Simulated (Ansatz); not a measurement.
# Property card for LaNi$_{2}$

LaNi2:
```yaml
crystal:
  lattice:
    - [0.00000, 3.65495, 3.65495]
    - [3.65495, 0.00000, 3.65495]
    - [3.65495, 3.65495, 0.00000]
  atoms:
    - { symbol: La, position: [0.50000, 0.50000, 0.50000] }
    - { symbol: La, position: [0.75000, 0.75000, 0.75000] }
    - { symbol: Ni, position: [0.12500, 0.12500, 0.12500] }
    - { symbol: Ni, position: [0.62500, 0.12500, 0.12500] }
    - { symbol: Ni, position: [0.12500, 0.12500, 0.62500] }
    - { symbol: Ni, position: [0.12500, 0.62500, 0.12500] }
```

Space group Fd-3m (No. 227), cubic Laves (MgCu2 type); conventional cell a = b = c = 7.3099 Å, α = β = γ = 90.00°.

Method: the program Ansatz at the r²SCAN level (PAW). Geometry: relaxed at this level of theory. Other levels are named where they apply.

### Cell and energy

* **Volume per atom**: 16.28 Å³
* **Density**: 8.72 g/cm³
* **Formation energy from the elements (no fitted shifts)**: -0.25 eV/atom

### Electronic structure

- Electronic character: metallic (no gap)
- Density of states at the Fermi level: 0.49 states/eV per atom (mean over ±0.08 eV)
- Gap with spin–orbit coupling: none (metallic)

### Magnetism

- Magnetic order: non-magnetic (starting moments vanished)

### Mechanics

* **Bulk modulus (Birch–Murnaghan fit)**: 109 GPa
* **Pressure derivative B′**: 4.4

### Charges

* **Bader charges**: La +1.12, Ni -0.56 e

The workflow started from an entry of the Crystallography Open Database (COD). Whether it is the stable phase at ambient conditions was not checked. The cell was relaxed with r²SCAN under the symmetry of its start; whether a distortion lowers the energy is not shown. The workflow began spin-polarised and lost its moments. The references are the lowest solids computed at this level, not always the standard phases. Scalar-relativistic: spin–orbit coupling is off unless named, which matters more the heavier the elements.

Potentials: the later of the program's two PAW sets.
